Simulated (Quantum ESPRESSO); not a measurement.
# One change at a time to Li3MoSnTa3

All numbers below are calculated, not measured. They come from Quantum ESPRESSO 7.5, a public plane-wave density functional program. Each row is one single-point run on a made-up periodic cell of eight metal atoms, with elements, volume, strain and displacements drawn at random and not relaxed, so a cell may be unstable or far from any real phase. There is no spin polarisation or spin-orbit coupling.

Settings: PBE unless stated; PseudoDojo standard norm-conserving files; Fermi-Dirac width 0.25 eV, which means electrons at about 2900 K; cutoff 1088 eV; 5 x 5 x 4 k mesh shifted half a step off Gamma. E is the free energy of the whole cell (internal energy minus TS), so a -TS column is already part of it. Stress is positive in tension, and the pressure P is minus a third of its trace.

Checks: one run of this series was repeated at a higher cutoff and on a denser mesh, which moved values by no more than 0.005 eV, 0.05 GPa and 0.007 eV/Å, and a second program with other atomic files agreed on it to 2 % rms in force and 0.5 GPa in pressure. Known limits: the tin pseudopotential is less sure than most, with forces differing by about three percent from a second method on plain tin; heavy elements are run without spin-orbit coupling, which real alloys of them have; a spin test at this wide smearing found no moment, but such smearing suppresses magnetism that the real alloy may have.

The lattice is face-centred cubic, and the cell vectors in Å are (-2.116, -4.233, -2.116); (-4.233, 2.116, 2.116); (0.000, 4.233, -4.233), a volume of 151.67 Å³ in run 1. The elements on sites 1 to 8 are Li Ta Li Sn Ta Mo Li Ta. Each later run makes one change to run 1 and keeps the rest. E is counted from run 1, and is n/a where other atomic files have another zero of energy.

| run | change | V (Å³) | P (GPa) | -TS (eV) | rms force (eV/Å) | largest change of a force component (eV/Å) | E (eV) |
|---|---|---|---|---|---|---|---|
| 1 | none | 151.67 | -6.52 | -1.482 | 0.441 | 0.000 | 0.000 |
| 2 | sites 4 and 5 exchanged | 151.67 | -6.54 | -1.444 | 0.564 | 1.474 | -0.084 |
| 3 | all lengths scaled by -1.65 % | 144.29 | -2.16 | -1.405 | 0.479 | 0.395 | ? |
| 4 | LDA in place of PBE | 151.67 | -12.64 | -1.504 | 0.479 | 0.414 | n/a |
| 5 | Hf on site 2 | 151.67 | -3.04 | -1.480 | 0.455 | 0.512 | n/a |
| 6 | site 1 moved by -0.09 Å along z | 151.67 | -6.60 | -1.480 | 0.438 | 0.299 | -0.013 |

## Worked estimate

Along a uniform scaling dE = -P dV. The mean of the two pressures is -4.340 GPa and the volume changes by -7.38 Å³, with 160.2 GPa to one eV/Å³. The same two rows give -V dP/dV = 87 GPa for this cell with clamped atoms, which is not the bulk modulus of a real alloy.

## Withheld value

Question: what E should run 3 give?

The estimate is -0.200 eV. The calculation gave -0.204 eV. The mean of two end points misses the curvature of P, and the finite cutoff adds a little.
